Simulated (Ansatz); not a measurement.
SnO in space group P4_2/mmc (No. 131; Sn on 2c, O on 2e) at seven volumes, PBE (plane waves, PAW; program Ansatz), shape and atoms relaxed at each. One row is withheld.

```json
[
 {"V (Å³/atom)": "15.372", "P (GPa)": "9.20"},
 {"V (Å³/atom)": "15.879", "P (GPa)": "5.56"},
 {"V (Å³/atom)": "16.385", "P (GPa)": "2.54"},
 {"V (Å³/atom)": "16.892", "P (GPa)": "0.00"},
 {"V (Å³/atom)": "17.399", "P (GPa)": "?"},
 {"V (Å³/atom)": "17.906", "P (GPa)": "-3.82"},
 {"V (Å³/atom)": "18.412", "P (GPa)": "-5.26"}
]
```

Task: Fit the shown pressures and predict the withheld one.

Result: P = (3/2)B₀(x^(7/2) − x^(5/2))[1 + (3/4)(B′ − 4)(x − 1)] with x = (V₀/V)^(2/3). Least squares on the six rows gives V₀ = 16.895 Å³/atom, B₀ = 76.3 GPa, B′ = 5.16. At V = 17.399, x = 0.9806 and P = -2.08 GPa. The run itself gave -2.11 GPa.

The cell is a constructed one: a structure type filled with these elements; neither database checked (COD, Materials Project) lists it. It is not the phase usual at ambient conditions (space group No. 129). The cell was relaxed with PBE under the symmetry of its start; its stability against distortions is not shown here. Spin–orbit coupling is left out wherever it is not named.

Potentials: the later of the program's two PAW sets.
